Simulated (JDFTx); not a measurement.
An input for a modified build of JDFTx (TiAl3(101), linear PCM (GLSSA13), water, 0.5 M NaF; bohr, hartree) and the course of its log:

```
lattice \
  7.2229300908 -3.6114650454 0.0000000000 \
  0.0000000000 8.8588574931 0.0000000000 \
  0.0000000000 0.0000000000 43.4637008664
coords-type Lattice
ion Al -0.0146035030 -0.0292070063 -0.1485633542 0
ion Al 0.2975935048 0.5951870093 -0.1167302511 0
ion Al 0.8906276100 0.7812552198 -0.0379367060 0
ion Al 0.1821757330 0.3643514658 0.0000000000 0
ion Al 0.4737238560 0.9474477118 0.0379367060 0
ion Al 0.0667579612 0.1335159222 0.1167302511 0
ion Al 0.3789549690 0.7579099378 0.1485633542 0
ion Ti 0.5990794870 0.1981589738 -0.0758734120 0
ion Ti 0.7652719790 0.5305439578 0.0758734120 0
ion-species pseudo/al_pbe_v1.upf
ion-species pseudo/ti_pbe_v1.4.upf
elec-cutoff 20 100
elec-ex-corr gga-PBE
coulomb-interaction Slab 001
coulomb-truncation-embed 0 0 0
kpoint-folding 6 6 1
elec-smearing Fermi 0.01
elec-n-bands 36
target-mu -0.170517
electronic-scf nIterations 100 energyDiffThreshold 1e-07
fluid LinearPCM
pcm-variant GLSSA13
fluid-solvent H2O
fluid-cation Na+ 0.5
fluid-anion F- 0.5
fluid-minimize nIterations 400 knormThreshold 1e-12
wavefunction read f0.wfns
elec-initial-eigenvals f0.eigenvals
elec-initial-fillings read f0.fillings
fluid-initial-state f0.fluidState
dump-name f0_u4.$VAR
dump End State Ecomponents EigStats BandEigs Forces ElecDensity IonicPositions Fillings Kpoints Dtot FluidDebug BoundCharge FluidDensity
```

```
[one cycle in 5 is shown, and the last three; fluid-solver lines are left out]
	FillingsUpdate:  mu: -0.170517000  nElectrons: 40.071939
SCF: Cycle:  0   G: -118.635801317138558   dG: +5.048e+00   |Residual|: 2.601e-01   |deigs|: 1.569e-05
	FillingsUpdate:  mu: -0.170517000  nElectrons: 43.637758
SCF: Cycle:  5   G: -123.312640602553515   dG: -1.324e-04   |Residual|: 1.464e-01   |deigs|: 6.882e-04
	FillingsUpdate:  mu: -0.170517000  nElectrons: 44.292893
SCF: Cycle: 10   G: -123.645699235509582   dG: -1.528e-03   |Residual|: 2.184e-02   |deigs|: 5.499e-04
	FillingsUpdate:  mu: -0.170517000  nElectrons: 44.714924
SCF: Cycle: 15   G: -123.684237853628701   dG: -1.409e-01   |Residual|: 3.721e-02   |deigs|: 6.659e-03
	FillingsUpdate:  mu: -0.170517000  nElectrons: 42.491040
SCF: Cycle: 20   G: -123.025255480486180   dG: +5.624e-01   |Residual|: 1.004e-01   |deigs|: 9.977e-03
	FillingsUpdate:  mu: -0.170517000  nElectrons: 43.015248
SCF: Cycle: 25   G: -123.380274853756589   dG: -9.963e-02   |Residual|: 7.682e-02   |deigs|: 9.870e-04
	FillingsUpdate:  mu: -0.170517000  nElectrons: 44.551431
SCF: Cycle: 30   G: -123.683892423628066   dG: -1.059e+00   |Residual|: 1.557e-02   |deigs|: 2.005e-02
	FillingsUpdate:  mu: -0.170517000  nElectrons: 42.073333
SCF: Cycle: 35   G: -122.850145876122426   dG: +8.289e-01   |Residual|: 1.241e-01   |deigs|: 1.514e-02
	FillingsUpdate:  mu: -0.170517000  nElectrons: 41.058178
SCF: Cycle: 40   G: -121.881472934472185   dG: +1.190e-01   |Residual|: 1.759e-01   |deigs|: 7.542e-04
	FillingsUpdate:  mu: -0.170517000  nElectrons: 43.309296
SCF: Cycle: 45   G: -123.441904574554485   dG: +1.143e-01   |Residual|: 7.011e-02   |deigs|: 2.893e-03
	FillingsUpdate:  mu: -0.170517000  nElectrons: 42.751397
SCF: Cycle: 50   G: -123.143530264858512   dG: -5.789e-01   |Residual|: 9.428e-02   |deigs|: 4.374e-03
	FillingsUpdate:  mu: -0.170517000  nElectrons: 44.142560
SCF: Cycle: 55   G: -123.730888465899056   dG: -9.595e-02   |Residual|: 2.571e-02   |deigs|: 4.677e-03
	FillingsUpdate:  mu: -0.170517000  nElectrons: 42.774820
SCF: Cycle: 60   G: -123.235201671002514   dG: -5.242e-02   |Residual|: 8.974e-02   |deigs|: 6.904e-04
	FillingsUpdate:  mu: -0.170517000  nElectrons: 40.263475
SCF: Cycle: 65   G: -120.955849900836100   dG: -5.245e-01   |Residual|: 2.211e-01   |deigs|: 2.082e-03
	FillingsUpdate:  mu: -0.170517000  nElectrons: 41.295836
SCF: Cycle: 70   G: -122.120234515078948   dG: -1.227e+00   |Residual|: 1.691e-01   |deigs|: 6.219e-03
	FillingsUpdate:  mu: -0.170517000  nElectrons: 43.807071
SCF: Cycle: 75   G: -123.620697148267482   dG: -1.164e+00   |Residual|: 3.502e-02   |deigs|: 1.098e-02
	FillingsUpdate:  mu: -0.170517000  nElectrons: 44.199866
SCF: Cycle: 80   G: -123.706309131011807   dG: -2.834e-02   |Residual|: 1.450e-02   |deigs|: 3.041e-03
	FillingsUpdate:  mu: -0.170517000  nElectrons: 40.904539
SCF: Cycle: 85   G: -121.709163587269430   dG: +1.722e+00   |Residual|: 1.846e-01   |deigs|: 1.467e-02
	FillingsUpdate:  mu: -0.170517000  nElectrons: 39.419805
SCF: Cycle: 90   G: -119.516711010333381   dG: +3.012e+00   |Residual|: 2.583e-01   |deigs|: 1.416e-02
	FillingsUpdate:  mu: -0.170517000  nElectrons: 38.941868
SCF: Cycle: 95   G: -102.686236935425939   dG: +1.478e+01   |Residual|: 1.174e+00   |deigs|: 1.959e-01
	FillingsUpdate:  mu: -0.170517000  nElectrons: 40.398301
SCF: Cycle: 97   G: -107.145197913081830   dG: +1.827e+00   |Residual|: 1.405e+00   |deigs|: 1.448e-02
	FillingsUpdate:  mu: -0.170517000  nElectrons: 40.446126
SCF: Cycle: 98   G: -109.375383400649383   dG: -2.230e+00   |Residual|: 1.154e+00   |deigs|: 9.392e-02
	FillingsUpdate:  mu: -0.170517000  nElectrons: 38.612772
SCF: Cycle: 99   G: -115.061028707206887   dG: -5.686e+00   |Residual|: 3.270e-01   |deigs|: 2.695e-02
SCF: None of the convergence criteria satisfied after 100 iterations.
IonicMinimize: Iter:   0  G: -115.061028707206887  |grad|_K:  0.000e+00
IonicMinimize: Converged (|grad|_K<1.000000e-04).
```

This run gave no converged result. The electronic loop ended without meeting its threshold, so the last energy, electron count and forces aren't results.
